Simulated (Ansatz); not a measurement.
A generator proposed this cell of BaIn2O2.

```xyz
5
Lattice="1.9232 1.1104 6.7874 -1.9232 1.1104 6.7874 0.0000 -2.2208 6.7874" Properties=species:S:1:pos:R:3 pbc="T T T"
Ba    0.0000    0.0000    0.0000
In    0.0000    0.0000   17.8097
In    0.0000    0.0000    2.5525
O     0.0000    0.0000   15.5464
O     0.0000    0.0000    4.8158
```

Level of theory: Ansatz, DFT PBE, scalar-relativistic, plane waves, PAW. Cutoff 420 eV; k points 6×6×6 on the computed 5-atom cell (Γ-centred); Gaussian smearing, width 0.10 eV; no spin polarisation.

The zero of energy is the elements' standard structures at the same level (O₂ as a molecule); no fitted shifts are applied.

Question: What does a single point on this coarse mesh give?

Answer: The pressure is 32.0 GPa (the mean over three directions, positive in compression), the largest force is 2.93 eV/Å, and the energy is +0.10 eV/atom against the elements. The shortest distance is 2.26 Å.

Question: Is it a good guess?

Answer: A poor one: relaxing gains about 1.3 eV/atom in 21 ionic steps and ends at −1.228 eV/atom on the finer mesh. The symmetry stays R-3m (No. 166). The volume per atom grows by 25.7 %, from 17.4 to 21.9 Å³. The shortest distance goes from 2.26 Å (In–O) to 2.61 Å (In–O). The ratio c/a of the conventional cell changes by a factor of 1.51. Conventional cell: a = 3.617 Å, c = 28.946 Å. Ba is surrounded by 6 O at 2.70 Å and 2 In at 3.28 Å; In has 3 O at 2.61 Å and 1 Ba at 3.28 Å; O is surrounded by 3 In at 2.61 Å and 3 Ba at 2.70 Å.

The last run used a 12×12×12 mesh for its 5-atom cell and Gaussian smearing of 0.02 eV. The relaxation can't lower the symmetry of the start, and the grade says only how near the guess is to its own end. A structure relaxed within its symmetry needn't be a true minimum.
